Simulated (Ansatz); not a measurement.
A metal film that reacts with Si consumes substrate; on a shallow junction the depth consumed per thickness of contact matters as much as the driving force.

NiSi serves as the reference. 5 nm of metal is deposited and fully reacted. All products have no gap at this level.

Methods, by column (Ansatz, a plane-wave PAW program, with an older set of its potentials): volume per atom: r²SCAN, relaxed cell; metal volume, Si volume: r²SCAN, the element in its room-temperature structure; ΔH_f: r²SCAN, 0 K, against the elements in the same set-up, no fitted corrections.

Not checked to be the ambient phase: LaSi2 (I4₁/amd, tI12). No claim is made that these are known or stable phases: TaSi2 (P6₄22, hP9); Hf3Si2 (P4/mbm, tP10); YSi (Cmcm, oS8). Run without spin polarisation: NiSi, NiSi2. Spin–orbit coupling is left out unless named. No other phase of the formula is at hand at the same level beside YSi (Cmcm, oS8), Hf3Si2 (P4/mbm, tP10), LaSi2 (I4₁/amd, tI12). ΔH_f counts from the lowest computed solid of each element: Hf (P6_3/mmc), La (P6_3/mmc), Mo (Im-3m), Ni (Fm-3m, ferromagnetic), Si (Fd-3m), Ta (Im-3m), Y (P6_3/mmc).

Model: Si consumed = metal thickness × y × V(Si)/V(metal); product = metal thickness × (1 + y) × V/V(metal); ratio = consumed/product; volume change = product/(metal + consumed) − 1.

| crystal | Si atoms per metal atom | V (Å³/atom) | V of the metal (Å³/atom) | V of Si (Å³/atom) | ΔH_f (eV/atom) | Si consumed (nm) | product thickness (nm) | consumed per nm of product | volume change (%) |
|---|---|---|---|---|---|---|---|---|---|
| LaSi2 (I4₁/amd, tI12) | 2.000 | 21.85 | 37.22 | 20.17 | −0.706 | 5.42 | 8.81 | 0.62 | −15 |
| NiSi (Pnma), reference | 1.000 | 11.91 | 10.54 | 20.17 | −0.473 | 9.57 | 11.30 | 0.85 | −22 |
| NiSi2 (Fm-3m) | 2.000 | 13.03 | 10.54 | 20.17 | −0.346 | 19.14 | 18.54 | 1.03 | −23 |
| TaSi2 (P6₄22, hP9) | 2.000 | 14.42 | 18.05 | 20.17 | −0.456 | 11.17 | 11.98 | 1.35 | −26 |
| MoSi2 (I4/mmm) | 2.000 | 13.36 | 15.64 | 20.17 | −0.470 | 12.90 | 12.81 | 1.01 | −28 |
| Hf3Si2 (P4/mbm, tP10) | 0.667 | 17.95 | 22.35 | 20.17 | −0.841 | 3.01 | 6.69 | 0.45 | −16 |
| Mo3Si (Pm-3n) | 0.333 | 14.56 | 15.64 | 20.17 | −0.333 | 2.15 | 6.20 | 0.35 | −13 |
| YSi (Cmcm, oS8) | 1.000 | 21.73 | 33.50 | 20.17 | −0.921 | 3.01 | 6.49 | 0.46 | −19 |

Task: Check the column «consumed per nm of product» against the rules: one row is wrong. Find and correct it.

Result: The row of TaSi2 (P6₄22, hP9) shows 1.35. From its own inputs, Si consumed per nm of product: 11.17/11.98 = 0.93. The other rows agree with the rules.

With the correction: In order of Si consumed per nm of product, lowest first: Mo3Si (0.35 ± 0.011), Hf3Si2 (P4/mbm, tP10) (0.45 ± 0.014) ≈ YSi (Cmcm, oS8) (0.46 ± 0.015), LaSi2 (I4₁/amd, tI12) (0.62 ± 0.020), NiSi (0.85 ± 0.027), TaSi2 (P6₄22, hP9) (0.93 ± 0.029), MoSi2 (1.01 ± 0.032) ≈ NiSi2 (1.03 ± 0.033). The ± follows from allowances picked for this note (volume per atom 1 %, metal volume 1 %, 3 % for the model), carried to first order and added in quadrature; ≈ joins neighbours closer than their two ± added in quadrature. On this figure 4 of 7 candidates do clearly better than the reference.

Which phase forms first is kinetic; barrier heights, resistivities and agglomeration are not treated. Phases over 50 meV/atom above the lowest one at hand were not drawn (by r²SCAN where it compared them, else by the largest value; a layered or molecular lowest phase counts only with a dispersion term); other phases could lie lower still. The rows are a sample and no shortlist: familiar crystals first, some related and some not, whatever their agreement with measurement; tables with many equal figures were not kept. Limits of the draw: ΔH_f under −0.03 eV/atom; for ΔH_f, runs without a dispersion term, no Mn, and elements whose lowest cell is their usual one. As a rule kept out of such tables: 4f compounds, open-shell compounds run without a Hubbard term, cells found unstable in the tests at hand, cells close to a higher symmetry, and runs set to a pressure or over 12 % in volume from the crystal's fullest run.
